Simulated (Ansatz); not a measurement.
**Elastic constants of Pt (Fm-3m) under pressure**

```
CELL_PARAMETERS angstrom
0.00000 1.94763 1.94763
1.94763 0.00000 1.94763
1.94763 1.94763 0.00000
ATOMIC_POSITIONS crystal
Pt 0.00000 0.00000 0.00000
```

This is the zero-pressure cell. At each pressure cell and atoms are relaxed in this structure, and the constants are slopes of the stress at strains of ±0.005 with relaxed ions (the coefficients that govern stability under load). Level: LDA, PAW on Ansatz 0.2.0's default frozen-core files (fitted under PBE), scalar-relativistic; k mesh 24×24×24, strains of ±0.005, Fermi-Dirac smearing of 0.100 eV, cutoff 420 eV. P is the pressure of the relaxed cell, less that of this one.

```tsv
P (GPa)	V/V₀	C11 (GPa)	C12 (GPa)	C44 (GPa)
0.00	1.0000	381.0	267.7	91.9
0.96	?	?	?	?
1.93	0.9938	393.1	277.0	95.4
3.98	0.9875	405.8	286.9	99.1
7.01	0.9786	424.3	301.2	104.5
9.98	0.9703	442.3	315.1	109.7
15.01	0.9572	472.2	338.2	118.4
```

Question: Does the bulk modulus from the constants agree with the pressure-volume curve?

Answer: A third-order Birch-Murnaghan fit to the volumes shown (F against f, f = [(V₀/V)^(2/3) − 1]/2) gives B₀ = 305.5 GPa and B′ = 5.3. Its −V dP/dV stands beside (C11 + 2C12)/3:

```csv
P (GPa),from P(V),from the constants
0.00,305.5,305.5
1.93,315.7,315.7
3.98,326.5,326.5
7.01,342.2,342.2
9.98,357.5,357.5
15.01,383.0,382.9
```

Question: What are the pressure derivatives at zero pressure?

Answer: Slopes at V₀ of quadratic fits in −ln(V/V₀) through the first four rows shown, divided by B₀: dC11/dP = 6.3, dC12/dP = 4.8, dC44/dP = 1.8. The mean slopes up to 4.0 GPa are 6.2, 4.8, 1.8; curvature and scatter of the constants part the two. The combination (dC11/dP + 2 dC12/dP)/3 = 5.3 stands against B′.

Question: Fill the row at 0.96 GPa.

Answer: Cubic fits in −ln(V/V₀) through all rows shown give C11 = 387.1, C12 = 272.4, C44 = 93.6 GPa. Computed: V/V₀ = 0.9969, C11 (GPa) = 387.1, C12 (GPa) = 272.4, C44 (GPa) = 93.7.

Question: Does a shear stiffness soften?

Answer: C44 goes from 91.9 to 118.4 GPa; (C11 − C12)/2 goes from 56.6 to 67.0 GPa. Neither ends more than 3 % under its start, and the lattice stays mechanically stable over this range.

Caveats: no other phase was computed; many crystals of this kind change structure within this range, and rows or crossings beyond such a change describe a metastable lattice; frozen-core PAW files fitted under PBE, their cores solved anew for the functional of the run; responses of metals move with mesh and smearing; no spin-orbit coupling on heavy atoms; phonons weren't checked at these pressures.
